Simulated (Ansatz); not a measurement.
Relaxed-ion elastic tensor of CdS (rock salt, Fm-3m) in GPa (Voigt order), plane-wave PAW r²SCAN (Ansatz code); density 5.92 g/cm³, 20.27 Å³ per atom.

```csv
,1,2,3,4,5,6
1,137,55.2,55.2,0.0,0.0,0.0
2,55.2,137,55.2,0.0,0.0,0.0
3,55.2,55.2,137,0.0,0.0,0.0
4,0.0,0.0,0.0,37.3,0.0,0.0
5,0.0,0.0,0.0,0.0,37.3,0.0
6,0.0,0.0,0.0,0.0,0.0,37.3
```

Question: Is the crystal mechanically stable?

Answer: Yes: the smallest eigenvalue of C is 37.3 GPa.

Question: Work out the Voigt, Reuss and Hill averages.

Answer: K_V = 82.4, K_R = 82.4, K_H = 82.4; G_V = 38.7, G_R = 38.7, G_H = 38.7 GPa.

Question: Give Young's modulus, Poisson's ratio, Pugh's ratio and the universal anisotropy index.

Answer: E = 9KG/(3K + G) = 100 GPa; ν = 0.30; K/G = 2.13 (ductile by the Pugh limit of 1.75); A_U = 5G_V/G_R + K_V/K_R − 6 = 0.01.

Question: Estimate the sound speeds and the Debye temperature.

Answer: v_l = √((K + 4G/3)/ρ) = 4760 m/s, v_t = √(G/ρ) = 2560 m/s, mean 2860 m/s; Θ = (h/k)(3n/4πV)^(1/3) v_m = 312 K.

Question: Give the Zener ratio and Young's modulus along [100], [110] and [111].

Answer: A = 2C44/(C11 − C12) = 0.91; 1/E = S11 − 2(S11 − S12 − S44/2)Γ with Γ = 0, 1/4, 1/3 gives 105, 99.1, 97.3 GPa.

Question: Solve the Christoffel equation for the three sound speeds along [100], [110], [111].

Answer: Eigenvalues of C_ijkl n_j n_l equal ρv². In km/s, slowest first: [100] 2.51, 2.51, 4.81; [110] 2.51, 2.63, 4.75; [111] 2.59, 2.59, 4.73.

This is a known high-pressure phase of the composition, computed here at zero pressure and temperature. The cell was relaxed with r²SCAN under the symmetry of its start; whether a distortion lowers the energy is not shown.

Potentials: the later of the program's two PAW sets.
